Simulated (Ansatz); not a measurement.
The relaxed structure here is a generated cell of Mo: the first start was made by placing the elements on the sites of a structure type, and the end was not matched to a known phase here, so it may be hypothetical. Known forms of Mo include space group No. 229.

A relaxed cell of Mo (Cmmm (No. 65)), relaxed on a k-mesh at least as fine as the one used below. Level of theory: r2SCAN (plane waves to 500 eV, PAW, scalar-relativistic; Ansatz, a first-principles code). Γ-centred k-mesh 7×14×13 on the run's cell (coarser than for final values), Fermi–Dirac smearing 0.05 eV.

```xyz
2
Lattice="2.6277 -5.0367 0.0000 1.3139 2.5183 0.0000 0.0000 0.0000 2.5159" Properties=species:S:1:pos:R:3 pbc="T T T"
Mo     0.0000     0.0000     0.0000
Mo     2.6277     0.0000     0.0000
```

The atoms are displaced along an unstable phonon of this cell by (Å):

```csv
atom,ux,uy,uz
Mo1,0.000,0.000,0.150
Mo2,0.000,0.000,-0.150
```

Task: What forces (eV/Å) and pressure result?

Result: 
| atom | Fx | Fy | Fz |
|---|---|---|---|
| Mo1 | 0.00 | 0.00 | 1.25 |
| Mo2 | 0.00 | 0.00 | -1.25 |

Pressure -0.8 GPa.

Task: Estimate the energy cost of the displacement in the harmonic approximation and compare with the calculation.

Result: For a harmonic well ΔE = −½ Σ F·u = -0.188 eV a cell, or -94 meV/atom. The calculated energy relative to the undisplaced cell is -0.09 eV/atom, so the harmonic estimate holds well.

The undisplaced cell is probably no minimum: from this displacement the run went on to I4/mmm (No. 139), 0.57 eV/atom below it.

No spin polarisation in the result.
